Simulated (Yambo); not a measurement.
Yambo run on Sr₂MgH₆ (space group P-3m1, No. 164). The wavefunctions are LDA (Quantum ESPRESSO, PseudoDojo norm-conserving, 84 Ry, no spin-orbit coupling) ones on a 3×3×4 mesh (18 occupied bands); a = b = 5.4754 Å, c = 4.1885 Å, α = β = 90.00°, γ = 120.00°.

Yambo input:

```
rim_cut
gw0
dyson
el_el_corr
HF_and_locXC
mpa
em1d
RandQpts= 1000000
RandGvec= 1 Ry
EXXRLvcs= 84 Ry
VXCRLvcs= 336 Ry
Chimod= "HARTREE"
% BndsRnXm
 5 | 155 |
%
NGsBlkXm= 7 Ry
% LongDrXm
 1.0 | 1.0 | 1.0 |
%
EnSampXm= "2l"
EnGridXm= "lP"
% EnRngeXm
 0.0 | 40.0 | eV
%
% ImRngeXm
 2.72114 | 27.21138 | eV
%
% DmRngeXm
 0.02721 | 2.72114 | eV
%
ETStpsXm= 8
IntSolXm= "PT"
% GbndRnge
 1 | 155 |
%
GTermKind= "none"
DysSolver= "n"
ExtendOut
% QPkrange
 1 | 1 | 18 | 19 |
 7 | 7 | 18 | 18 |
%
```

k points by index: 1 = Γ, 7 = K.

The o-*.qp file then holds:

```
#    K-point    Band    Eo [eV]    E [eV]    E-Eo [eV]    Vxc [eV]    Vnlxc [eV]    Sc|Eo [eV]    Sc|E [eV]    dSc/dw|Eo [eV]    Re(Z)    Im(Z)
#
    1    18    -0.418577    -1.320268    -0.901691    -11.07956    -13.95803    1.703099    1.976779    -8.258897    0.767154    -0.002186
    1    19    2.414880    3.304623    0.889744    -9.430290    -4.886601    -3.441628    -3.653946    -6.491531    0.807385    -0.001908
    7    18    0.000000    -0.920455    -0.920455    -11.26281    -14.08784    1.627839    1.904569    -8.180773    0.768849    -0.001954
```
(The two width columns are left out.) Convergence of these settings isn't established.

Geometry of the Materials Project entry, not relaxed at this level.

The structure is a Materials Project entry; no match was found in the copy of COD used, and its stability was not checked.
